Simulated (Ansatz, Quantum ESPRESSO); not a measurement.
Given: the input of a run of Ansatz 0.2.0 on CuF. The cell comes from a database or a generator and needn't be the stable form of this composition.

File input.yaml:

```yaml
crystal:
  lattice:
    - [2.47100655, 0.0, 0.0]
    - [0.0, 2.47100655, 0.0]
    - [0.0, 0.0, 3.41650139]
  atoms:
    - { symbol: Cu, position: [0.0, 0.0, 0.0] }
    - { symbol: F, position: [0.5, 0.5, 0.5] }
hamiltonian:
  xc: pbe
  pseudopotentials: { kind: paw }
kpoints:
  mp_grid: { grid: [11, 11, 8] }
scf:
  occupations: { method: fermi_dirac, width: 0.05 }
output:
  forces: true
  stress: true
  eigenvalues: true
```

Potentials or basis: Ansatz PAW.

The run is started by

```console
$ ansatz run input.yaml --threads 1 --pin off --max-ram 3584MiB --backend cpu --events-out ev --progress --plain --runs-dir out
```

Task: Translate it to Quantum ESPRESSO 7.5. Potentials or basis there: SSSP 1.3 efficiency PBE, cutoff 748 eV.

Result: As run (cutoffs and basis follow the program's own potentials, and thresholds, step limits or extra output files can differ):

pw.in

```
&CONTROL
  calculation = 'scf'
  prefix = 'pwscf'
  outdir = './tmp'
  pseudo_dir = './pseudo'
  tprnfor = .true.
  tstress = .true.
  disk_io = 'low'
/
&SYSTEM
  ibrav = 0
  celldm(1) = 8
  nat = 2
  ntyp = 2
  ecutwfc = 55
  ecutrho = 440
  nbnd = 15
  occupations = 'smearing'
  smearing = 'fd'
  degauss = 0.00367493
/
&ELECTRONS
  conv_thr = 4d-10
  electron_maxstep = 120
  mixing_beta = 0.5
/
ATOMIC_SPECIES
Cu    63.5460 Cu.paw.z_11.ld1.psl.v1.0.0-low.upf
F     18.9984 f_pbe_v1.4.uspp.F.UPF
CELL_PARAMETERS alat
  0.5836907039570   0.0000000000000   0.0000000000000
  0.0000000000000   0.5836907039570   0.0000000000000
  0.0000000000000   0.0000000000000   0.8070314914379
ATOMIC_POSITIONS crystal
Cu     0.0000000000    0.0000000000    0.0000000000
F      0.5000000000    0.5000000000    0.5000000000
K_POINTS automatic
11 11 8 0 0 0
```

Contents of pp_density.in:

```
&INPUTPP
  prefix = 'pwscf'
  outdir = './tmp'
  filplot = 'density.dat'
  plot_num = 0
/
&PLOT
  nfile = 1
  filepp(1) = 'density.dat'
  iflag = 3
  output_format = 6
  fileout = 'density.cube'
/
```

File pp_potential.in:

```
&INPUTPP
  prefix = 'pwscf'
  outdir = './tmp'
  filplot = 'potential.dat'
  plot_num = 11
/
&PLOT
  nfile = 1
  filepp(1) = 'potential.dat'
  iflag = 3
  output_format = 6
  fileout = 'potential.cube'
/
```

Potentials or basis: SSSP 1.3 efficiency PBE.

Launch:

```sh
$ OMP_NUM_THREADS=1 pw.x -in pw.in > pw.out
$ OMP_NUM_THREADS=1 pp.x -in pp_density.in > pp_density.out
$ OMP_NUM_THREADS=1 pp.x -in pp_potential.in > pp_potential.out
```

Both were run:

|  | Ansatz | Quantum ESPRESSO |
| --- | --- | --- |
| Pressure | 4.4 GPa | 4.1 GPa |

Ansatz's pressure holds a Pulay term of +0.70 GPa for its cutoff of 420 eV, which the other run lacks.

The potentials hold 26 and 18 valence electrons a cell.

Where Ansatz's input types no cutoff or centring, it takes its own default and a Γ-centred mesh.

Pressure is positive in compression.
